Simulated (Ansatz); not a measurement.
TiAl (L1₀ or tetragonal B2, space group No. 123) at seven volumes, DFT-PBE in the program Ansatz with PAW potentials, shape and atoms relaxed at each. One row is withheld.

```json
[
 {"V (Å³/atom)": "14.772", "P (GPa)": "12.90"},
 {"V (Å³/atom)": "15.259", "P (GPa)": "7.95"},
 {"V (Å³/atom)": "15.746", "P (GPa)": "3.69"},
 {"V (Å³/atom)": "16.233", "P (GPa)": "0.01"},
 {"V (Å³/atom)": "16.720", "P (GPa)": "?"},
 {"V (Å³/atom)": "17.207", "P (GPa)": "-5.89"},
 {"V (Å³/atom)": "17.694", "P (GPa)": "-8.24"}
]
```

Fit the shown pressures and predict the withheld one.

P = (3/2)B₀(x^(7/2) − x^(5/2))[1 + (3/4)(B′ − 4)(x − 1)] with x = (V₀/V)^(2/3). Least squares on the six rows gives V₀ = 16.235 Å³/atom, B₀ = 113 GPa, B′ = 3.93. At V = 16.720, x = 0.9806 and P = -3.14 GPa. The run itself gave -3.16 GPa.

Space group P4/mmm (L1₀ or tetragonal B2). The cell was relaxed with PBE under the symmetry of its start; phonons on a q-mesh show no instability. The run is not spin-polarised.

Potentials: the later of the program's two PAW sets.
